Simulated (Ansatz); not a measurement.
BaMg2Pb2, first-principles data

BaMg2Pb2:
```
CELL_PARAMETERS angstrom
      4.98455     0.00000     0.00000
      0.00000     4.98455     0.00000
      0.00000     0.00000    12.30215
ATOMIC_POSITIONS crystal
  Pb 0.00000 0.50000 0.86614
  Pb 0.50000 0.00000 0.13386
  Mg 0.00000 0.00000 0.00000
  Mg 0.50000 0.50000 0.00000
  Mg 0.00000 0.50000 0.63530
  Mg 0.50000 0.00000 0.36470
  Ba 0.00000 0.50000 0.24998
  Ba 0.50000 0.00000 0.75002
  Pb 0.00000 0.00000 0.50000
  Pb 0.50000 0.50000 0.50000
```

Space group P4/nmm (No. 129); conventional cell a = 4.985 Å, b = 4.985 Å, c = 12.302 Å, α = 90.00°, β = 90.00°, γ = 90.00°.

Method: plane-wave PAW r²SCAN (Ansatz code). Geometry: relaxed at this level of theory. Other levels are named where they apply.

### Cell and energy

| Quantity | Result |
|---|---|
| Volume per atom | 30.57 Å³ |
| Density | 6.52 g/cm³ |
| Formation energy from the elements (no fitted shifts) | -0.51 eV/atom |

### Electronic structure

| Property | Value |
|---|---|
| Electronic character | metallic (no gap) |
| Density of states at the Fermi level | 0.22 states/eV per atom (mean over ±0.08 eV) |
| Gap with spin–orbit coupling | none (metallic) |

### Mechanics

| Quantity | Result |
|---|---|
| Bulk modulus (Birch–Murnaghan fit) | 36.4 GPa |
| Pressure derivative B′ | 4.5 |

### Charges

| Item | Result |
|---|---|
| Bader charges | Pb -2.59 to -1.43, Mg +1.37 to +1.42, Ba +1.24 e |

The workflow started from an entry of the Crystallography Open Database (COD). Its standing as an ambient phase is unchecked. The cell was relaxed with r²SCAN under the symmetry of its start; its stability against distortions is not shown here. Axis ratios of metals converge slowly with the k-mesh, so a and c are less sure than the volume. The references are the lowest solids computed at this level, not always the standard phases. Scalar-relativistic: spin–orbit coupling is off unless named, which matters more the heavier the elements.

Potentials: the later of the program's two PAW sets.
